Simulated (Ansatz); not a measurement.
HfB: frozen-core PAW against all-electron methods

```
CELL_PARAMETERS angstrom
0.00000 2.31000 2.31000
2.31000 0.00000 2.31000
2.31000 2.31000 0.00000
ATOMIC_POSITIONS crystal
Hf 0.50000 0.50000 0.50000
B 0.00000 0.00000 0.00000
```

Atoms are numbered in the order listed.

The cell comes from COD entry 1511179, which wasn't checked; take it as a given geometry.

Spin polarisation is left out, and whether a magnetic state lies lower isn't shown here.

No spin–orbit coupling, which matters for the heavy atoms here.

Levels of theory: DFT, PBE, PAW with Ansatz's default frozen-core files, scalar-relativistic (Ansatz 0.2.0); DFT, PBE, all-electron PAW with datasets made for the crystal, scalar-relativistic (Ansatz 0.2.0); DFT, PBE, all-electron LAPW, scalar-relativistic (Ansatz 0.2.0).

For PAW: a Γ-centred 15×15×15 k mesh, Fermi–Dirac smearing of 0.05 eV, cutoff 420 eV, no spin polarisation. The crystal-made all-electron datasets (AE datasets) take a cutoff of 400 eV at this cell. LAPW targets a basis error of 0.25 meV/atom. The Ansatz runs share mesh, smearing and spin set-up. Plane-wave (PAW) pressures include the program's estimate of the Pulay term.

Stress and pressure are positive in compression.

Levels count from the Fermi level.

| quantity | PAW | AE datasets | LAPW |
| --- | --- | --- | --- |
| pressure (GPa) | 29.85 | 29.88 | 29.88 |
| highest filled level at X (eV) | -0.954 | -0.956 | -0.956 |
| lowest empty level at X (eV) | 2.390 | 2.391 | 2.391 |
| highest filled level at L (eV) | -1.422 | -1.424 | -1.424 |
| lowest empty level at L (eV) | 6.462 | 6.463 | 6.463 |
| highest filled level at U (eV) | -1.228 | -1.229 | -1.229 |
| lowest empty level at U (eV) | 0.262 | 0.262 | 0.262 |

PAW's pressure differs from the LAPW value by -0.03 GPa. Datasets made for the crystal and LAPW share parts of one code, so their agreement isn't an independent check.
